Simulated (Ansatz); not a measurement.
SiNi2:
```cif
data_Ni4Si2
_chemical_formula_sum 'Si2 Ni4'
_space_group_name_H-M_alt 'P63/mmc'
_space_group_IT_number 194
_space_group_name_Hall '-P 6c 2c'
_cell_length_a 3.86955
_cell_length_b 3.86955
_cell_length_c 4.92655
_cell_angle_alpha 90.000
_cell_angle_beta 90.000
_cell_angle_gamma 120.000
loop_
_atom_site_label
_atom_site_type_symbol
_atom_site_symmetry_multiplicity
_atom_site_Wyckoff_symbol
_atom_site_fract_x
_atom_site_fract_y
_atom_site_fract_z
_atom_site_occupancy
Si1 Si 2 d 0.66667 0.33333 0.25000 1
Ni1 Ni 2 c 0.33333 0.66667 0.25000 1
Ni2 Ni 2 a 0.00000 0.00000 0.00000 1
```

Relaxed with r²SCAN.

Problem. Tabulate the valence density and the electron localisation function along the shortest Ni–Ni contact (2.46 Å), plane-wave PAW r²SCAN (Ansatz code).

Solution. 

```tsv
distance from Ni (Å)	density (e/Å³)	ELF
0.25	34.90	0.59
0.37	18.45	0.48
0.49	8.35	0.38
0.62	3.55	0.30
0.74	1.53	0.23
0.86	0.72	0.19
0.99	0.45	0.18
1.11	0.36	0.20
1.23	0.33	0.23
1.35	0.36	0.20
1.48	0.45	0.18
1.60	0.72	0.19
1.72	1.53	0.23
1.85	3.55	0.30
1.97	8.35	0.38
2.09	18.45	0.48
2.22	34.90	0.59
```

The density is the valence pseudo-density with augmentation charge, so density and ELF within about 1 Å of a nucleus are not all-electron values.

Space group P6_3/mmc. The first step of the workflow began from a Materials Project structure, measured or hypothetical; the Crystallography Open Database files this formula in space group No. 194, but the cells were not matched. Whether it is the stable phase at ambient conditions was not checked. Symmetry was held in the r²SCAN relaxation; its stability against distortions is not shown here. No spin polarisation was allowed.

Potentials: the later of the program's two PAW sets.
